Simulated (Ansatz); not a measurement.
RuW (rock salt, Fm-3m) at seven volumes, the program Ansatz at the r²SCAN level (PAW), scaled uniformly. One row is withheld.

```json
[
 {"V (Å³/atom)": "15.085", "P (GPa)": "28.76"},
 {"V (Å³/atom)": "15.583", "P (GPa)": "?"},
 {"V (Å³/atom)": "16.080", "P (GPa)": "8.09"},
 {"V (Å³/atom)": "16.577", "P (GPa)": "0.00"},
 {"V (Å³/atom)": "17.074", "P (GPa)": "-6.88"},
 {"V (Å³/atom)": "17.572", "P (GPa)": "-12.73"},
 {"V (Å³/atom)": "18.069", "P (GPa)": "-17.69"}
]
```

Question: Fit the shown pressures and predict the withheld one.

Answer: Third-order Birch–Murnaghan: P = (3/2)B₀(x^(7/2) − x^(5/2))[1 + (3/4)(B′ − 4)(x − 1)] with x = (V₀/V)^(2/3). Least squares on the six rows gives V₀ = 16.577 Å³/atom, B₀ = 247.9 GPa, B′ = 4.38. At V = 15.583, x = 1.0421 and P = 17.56 GPa. The run itself gave 17.59 GPa.

The start of the workflow was typed in or built on a structure type; neither database checked (COD, Materials Project) lists it. Its standing as an ambient phase is unchecked. Symmetry was held in the r²SCAN relaxation. At this level the phase is mechanically unstable. The run is not spin-polarised. Its formation energy is positive at this level, so the cell may be metastable or incomplete. Scalar-relativistic: spin–orbit coupling is off unless named, which matters more the heavier the elements.

Potentials: the earlier of the program's two PAW sets.
